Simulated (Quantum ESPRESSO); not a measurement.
**Band energies of CdClOH**

```xyz
8
Lattice="3.7349 0.0000 0.0000 -1.8675 3.2346 0.0000 0.0000 0.0000 10.4195" Properties=species:S:1:pos:R:3 pbc="T T T"
H      0.0000     0.0000     3.3178
H      0.0000     0.0000     8.5276
O      0.0000     0.0000     4.3058
O      0.0000     0.0000     9.5155
Cl     1.8675     1.0782     1.6227
Cl     0.0000     2.1564     6.8325
Cd     1.8675     1.0782     5.1284
Cd     0.0000     2.1564    10.3382
```

LDA (pw.x of Quantum ESPRESSO, ONCV potentials, no spin-orbit coupling); path ΓMKΓALHA,LM,KH; energies in eV from the valence-band maximum.

```
k (1/Å)  point  band 30  band 31  band 32  band 33  band 34  band 35  band 36  band 37
-------  -----  -------  -------  -------  -------  -------  -------  -------  -------
0.00         Γ    -0.62    -0.15    -0.15     0.00     0.00     2.16     4.22     5.62
0.19              -0.68    -0.33    -0.21    -0.18    -0.01     2.60     4.37     5.92
0.39              -0.88    -0.75    -0.57    -0.25    -0.02     3.49     4.67     6.49
0.78              -1.36    -1.18    -0.47    -0.36    -0.03     4.58     5.21     6.18
0.97         M    -1.45    -1.13    -0.39    -0.37    -0.04     4.52     5.25     6.50
1.53         K    -1.52    -1.52    -1.10    -0.28    -0.28     5.55     5.55     7.15
1.72              -1.36    -1.20    -0.99    -0.37    -0.29     5.38     5.43     7.40
2.09              -1.06    -0.57    -0.54    -0.45    -0.45     4.36     4.92     7.18
2.28              -0.91    -0.51    -0.42    -0.30    -0.18     3.43     4.66     6.53
2.47              -0.69    -0.31    -0.18    -0.17    -0.03     2.57     4.36     5.90
2.65         Γ    -0.62    -0.15    -0.15     0.00     0.00     2.16     4.22     5.62
2.65         A    -0.71    -0.06    -0.06    -0.06    -0.06     3.07     3.07     6.12
2.82              -0.77    -0.22    -0.22    -0.08    -0.08     3.28     3.28     6.33
3.14              -1.15    -0.82    -0.82    -0.14    -0.14     4.32     4.32     6.99
3.30              -1.38    -0.85    -0.85    -0.16    -0.16     4.72     4.72     6.86
3.62         L    -1.61    -0.75    -0.75    -0.19    -0.19     4.85     4.85     6.93
3.81              -1.77    -0.81    -0.81    -0.25    -0.25     5.03     5.03     7.20
4.19         H    -1.76    -1.36    -1.36    -0.21    -0.21     5.56     5.56     7.73
4.33              -1.76    -1.25    -1.25    -0.23    -0.23     5.48     5.48     7.66
4.47              -1.67    -1.06    -1.06    -0.28    -0.28     5.28     5.28     7.43
4.75              -1.33    -0.73    -0.73    -0.30    -0.30     4.61     4.61     7.20
4.89              -1.17    -0.60    -0.60    -0.22    -0.22     4.13     4.13     7.08
5.17              -0.76    -0.18    -0.18    -0.08    -0.08     3.23     3.23     6.28
5.31         A    -0.71    -0.06    -0.06    -0.06    -0.06     3.07     3.07     6.12
5.31         L    -1.61    -0.75    -0.75    -0.19    -0.19     4.85     4.85     6.93
5.46              -1.50    -1.02    -0.50    -0.31    -0.08     4.61     5.12     6.66
5.61         M    -1.45    -1.13    -0.39    -0.37    -0.04     4.52     5.25     6.50
5.61         K    -1.52    -1.52    -1.10    -0.28    -0.28     5.55     5.55     7.15
5.91         H    -1.76    -1.36    -1.36    -0.21    -0.21     5.56     5.56     7.73
```

The LDA gap is direct, 2.16 eV at Γ.

Spin-orbit splittings are left out.

Geometry of the Materials Project entry, not relaxed at this level.

The distance between layers or molecules is the database entry's, not relaxed here. Functionals without dispersion can leave it too large, which widens gaps and weakens the response across layers: the numbers belong to this cell.
